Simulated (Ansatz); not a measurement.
CdTe (F-43m) from a database of computed structures (r2SCAN geometry), in Ansatz:

```xyz
2
Lattice="0.0000 3.2799 3.2799 3.2799 0.0000 3.2799 3.2799 3.2799 0.0000" Properties=species:S:1:pos:R:3 pbc="T T T"
Cd    0.0000    0.0000    0.0000
Te    1.6400    1.6400    1.6400
```

G0W0@PBE with 522 empty bands, a screening cutoff of 220 eV and a 4×4×4 mesh (PAW, contour deformation) gives 1.194 eV over the mesh points, from a PBE gap of 0.650 eV; it sums over 540 bands with 531 plane waves in the screening and a wave cutoff of 420 eV. G0W0 values are finite-basis, finite-mesh values. The values are computed, spin-unpolarised, and not measurements.

**Question.** Estimate the gap with potentials of the kind norm-conserving, with them a wave cutoff of 1120 eV.

**Answer.** 1.173 eV (-0.021 eV), from a Kohn-Sham gap of 0.647 eV.

**Question.** Estimate the gap with frequency model Godby-Needs pole.

**Answer.** 1.311 eV (+0.117 eV), from a Kohn-Sham gap of 0.650 eV.

**Question.** Another run gave a Kohn-Sham gap of 1.152 eV and a G0W0 gap of 1.551 eV, summing over 540 bands with 531 plane waves in the screening and a wave cutoff of 500 eV. What was changed?

**Answer.** Starting point r2SCAN, with them a wave cutoff of 500 eV. The Kohn-Sham gap has moved while bands and screening basis stay; the higher wave cutoff is that of a meta-GGA.

No spin-orbit coupling is included; it can move band edges with weight on the heavy atoms by tenths of an eV.

With a shallow d shell on the cation, G0W0 converges slowly in bands and cutoff, so these values are in doubt.
